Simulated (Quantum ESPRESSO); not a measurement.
# Moving one atom in ZnAl3As3S

These are calculations, not measurements. They come from pw.x of Quantum ESPRESSO 7.5, a plane-wave density functional program, with PseudoDojo standard norm-conserving files (v0.5 for PBE, v0.4.1 for LDA and PBEsol). The cells are made up: elements, strain and atom displacements were drawn at random, and nothing was relaxed. There is no spin polarisation, spin-orbit coupling or dispersion term.

The cell has 8 sites of a zincblende or diamond lattice. Sites 1 to 4 hold Zn Al Al Al; sites 5 to 8 hold As S As As. Cell vectors in Å: (5.921, 0.037, -0.004); (0.037, 5.844, -0.026); (-0.004, -0.026, 5.900). Settings: PBE, cutoff 1143 eV, 4 x 4 x 4 k mesh shifted by half a step, Fermi-Dirac smearing of 0.025 eV.

Each run shifts the As atom on site 7 along x and leaves all else fixed. Site 4 is one of its nearest neighbours. E is the free energy of the cell above the lowest run shown. The last column is band 41 less band 40 at Gamma, from a band step after each run.

```
run  shift (Å)  Fx on site 7 (eV/Å)  Fx on site 4 (eV/Å)  P (GPa)  E (meV)  level step at Gamma (eV)
  1    -0.1140                0.935               -0.343    -5.94     57.0                     0.511
  2    -0.0990                0.824               -0.307    -5.96     43.8                     0.516
  3    -0.0097                0.155               -0.100    -6.05      0.0                     0.507
  5     0.0347               -0.182               -0.004    -6.06      0.6                     0.496
  6     0.0712               -0.458                0.070    -6.05     12.3                     0.485
  7     0.1232               -0.848                0.169    -6.02     46.3                     0.469
  4     0.0101                    ?                    ?        ?        ?                         ?
```

A rerun of one of these cells at 1437 eV and k mesh 6 x 6 x 6 moved values by no more than 0.007 eV in the cell's energy, 0.02 GPa in stress and 0.002 eV/Å in force.

## Worked fit

A parabola through the six runs shown gives Fx on site 7 = 0.080 - 7.52 u - 0.1 u² eV/Å, with u in Å and a scatter of 0.002 eV/Å. Minus the slope, 7.52 ± 0.06 eV/Å², is this atom's force constant along x at u = 0, with its periodic images moving too. The fitted force vanishes at u = 0.011 Å, where the energy should be lowest along this line. The error is the larger of the fit's own and the change that a cubic makes, rounded up.

## Withheld run

Question: what Fx on site 7 should run 4 give?

The fit gives 0.004 eV/Å. The calculation gave 0.005 eV/Å.

| run | shift (Å) | Fx on site 7 (eV/Å) | Fx on site 4 (eV/Å) | P (GPa) | E (meV) | level step at Gamma (eV) |
| --- | --- | --- | --- | --- | --- | --- |
| 4 | 0.0101 | 0.005 | -0.057 | -6.06 | -1.6 | 0.502 |